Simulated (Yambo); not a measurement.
## How GW settings move the gap: CuI

G0W0@PBEsol for CuI (space group Cmcm, No. 63) in Yambo. Reference settings: 2×2×4 Γ-centred k mesh, bands 9 to 224 and a 8 Ry block in the screening, 224 bands in G with the Bruneval-Gonze terminator, plasmon pole fitted at 27.2 eV. The PBEsol gap Γ → Γ on this mesh is 0.76 eV; G0W0 gaps are taken between the same points.

```
change from the reference       G0W0 gap Γ → Γ (eV)  shift of the valence edge (eV)        rough Yambo cost
------------------------------  -------------------  ------------------------------  ----------------------
reference settings                             1.47                           -0.42                       1
85 bands in W, 85 bands in G                   1.60                           -0.29               about 1/3
144 bands in W, 144 bands in G                 1.51                           -0.37  within a factor of two
85 bands in G                                  1.52                           -0.43                       –
144 bands in G                                 1.49                           -0.42                       –
105 bands in W                                 1.54                           -0.33  within a factor of two
2 Ry block                                     2.04                           -0.82  within a factor of two
3 Ry block                                     1.68                           -0.55  within a factor of two
7 Ry block                                     1.47                           -0.41  within a factor of two
pole fitted at 55 eV                           1.44                           -0.47                       –
no random integration                          1.46                           -0.44                       –
2×2×2 mesh                                     1.42                           -0.37               about 1/2
85 bands in G, no terminator                   1.43                            0.00                       –
144 bands in G, no terminator                  1.39                           -0.18                       –
no terminator                                  1.40                           -0.28                       –
```

The reference isn't shown to be the converged limit. Costs are rough (shared machines), scaled to the same edge states, and given only for runs that recompute the screening.

Spin-orbit coupling is left out, which matters for elements this heavy: edges can move by tenths of an eV. The filled Cu 3d shell has no Hubbard U; semilocal functionals place it too high.

Geometry relaxed with PBE+D3(BJ); primitive cell a = b = 4.8108 Å, c = 4.3664 Å, α = β = 90.00°, γ = 93.18°.

This is not the ordinary phase of the substance; no match was found in the copy of COD used, and its stability was not checked.

A shift is the quasiparticle energy of the state minus its PBEsol energy.
